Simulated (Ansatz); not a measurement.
The relaxed structure here is a generated cell of MoRu: the first start was made by placing the elements on the sites of a structure type, and the end was not matched to a known phase here, so it may be hypothetical.

The start is a generated trial cell of MoRu in the AFLOW prototype AB_oP8_62_c_c (B31, as in MnP). Cell shape, volume and atoms are optimised at zero target pressure with PBE (plane waves to 420 eV, PAW, scalar-relativistic; Ansatz, an electronic-structure program). The first steps use a coarse 6×10×5 k-mesh.

Starting cell:
```
CELL_PARAMETERS angstrom
      5.53151     0.00000     0.00000
      0.00000     3.35610     0.00000
      0.00000     0.00000     6.22970
ATOMIC_POSITIONS crystal
  Mo 0.50560 0.25000 0.69520
  Mo 0.00560 0.25000 0.80480
  Mo 0.49440 0.75000 0.30480
  Mo 0.99440 0.75000 0.19520
  Ru 0.68790 0.25000 0.06960
  Ru 0.18790 0.25000 0.43040
  Ru 0.31210 0.75000 0.93040
  Ru 0.81210 0.75000 0.56960
```

### Question
How large is the pressure on the unrelaxed cell, and of which sign?

### Answer
+39.0 GPa (positive: the cell is compressed).

### Question
What is the largest force in the starting geometry, and on which atom (counted from 1)?

### Answer
1.09 eV/Å, on Mo1, Mo2, Mo3, Mo4 (atoms numbered as listed).

### Question
How does the volume change?

### Answer
+7.7 %, from 14.46 to 15.57 Å³/atom.

### Question
How do the shortest distances between atoms change?

### Answer
The closest pairs of elements (up to four, under 3.6 Å), start → end: Mo–Ru 2.41 → 2.41 Å; Ru–Ru 2.81 → 2.68 Å; Mo–Mo 2.85 → 2.76 Å.

### Question
What band gap does the relaxed structure have at this level?

### Answer
No gap (metallic).

### Question
Write out the relaxed structure.

### Answer

```cif
data_Mo4Ru4
_chemical_formula_sum 'Mo4 Ru4'
_space_group_name_H-M_alt 'Pnma'
_space_group_IT_number 62
_space_group_name_Hall '-P 2ac 2n'
_cell_length_a 6.00468
_cell_length_b 2.75590
_cell_length_c 7.52803
_cell_angle_alpha 90.000
_cell_angle_beta 90.000
_cell_angle_gamma 90.000
loop_
_atom_site_label
_atom_site_type_symbol
_atom_site_symmetry_multiplicity
_atom_site_Wyckoff_symbol
_atom_site_fract_x
_atom_site_fract_y
_atom_site_fract_z
_atom_site_occupancy
Mo1 Mo 4 c 0.48354 0.25000 0.31034 1
Ru1 Ru 4 c 0.18793 0.25000 0.52695 1
```

The space group stays Pnma (No. 62) (the run could not lower it), with 8 atoms in the primitive cell. Final values are on a 8×17×6 k-mesh of the relaxed cell. No spin polarisation in the result.

The run could not lose the symmetry of its start, so the end can be a saddle point.
